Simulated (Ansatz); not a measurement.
Given:

Al$_{2}$Cu:
```
CELL_PARAMETERS angstrom
      0.00000     2.86718     2.86718
      2.86718     0.00000     2.86718
      2.86718     2.86718     0.00000
ATOMIC_POSITIONS crystal
  Al 0.25000 0.25000 0.25000
  Al 0.75000 0.75000 0.75000
  Cu 0.50000 0.50000 0.50000
```

This is the r²SCAN-relaxed structure.

Q: All from the program Ansatz at the r²SCAN level (PAW), unless another level is named. Give the formation energy from the elements (no fitted shifts).

A: -212 meV/atom.

Q: Give the density of states at the Fermi level.

A: 0.28 states/eV per atom (mean over ±0.08 eV).

Space group Fm-3m (fluorite or antifluorite type). The workflow started from a Materials Project entry (that database holds measured and hypothetical structures alike); the Crystallography Open Database copy checked does not list it. It is not the phase usual at ambient conditions (space group No. 140). The r²SCAN relaxation kept the symmetry of its start; whether a distortion lowers the energy is not shown. No spin polarisation was allowed. The references are the lowest solids computed at this level, not always the standard phases.

Potentials: the later of the program's two PAW sets.
